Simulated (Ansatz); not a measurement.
CaIr2 (cubic Laves (MgCu2 type), Fd-3m), r²SCAN (plane waves, PAW; program Ansatz), all energies at zero smearing, with the estimated change up to a 700 eV cutoff added, with one set of potentials and settings (totals compare only within such a set). Cell of 6 atoms (2 Ca, 4 Ir): -51441.369 eV.

```
element             reference phase  E (eV/atom)
-------  --------------------------  -----------
Ca       Fm-3m, 1 atoms in the cell   -1821.6752
Ir       Fm-3m, 1 atoms in the cell  -11948.7272
```

Formation energy per atom, worked out: (-51441.369 − 2×(-1821.6752) − 4×(-11948.7272))/6 = -0.518 eV/atom (-50 kJ per mol of atoms), at 0 K, without zero-point energy or fitted corrections.

The workflow started from a Materials Project entry (that database holds measured and hypothetical structures alike); the Crystallography Open Database copy checked does not list it. Its standing as an ambient phase is unchecked. The r²SCAN relaxation kept the symmetry of its start; its stability against distortions is not shown here. No spin polarisation was allowed. The references are the lowest solids computed at this level, not always the standard phases. Scalar-relativistic: spin–orbit coupling is off unless named, which matters more the heavier the elements.

Potentials: the later of the program's two PAW sets.
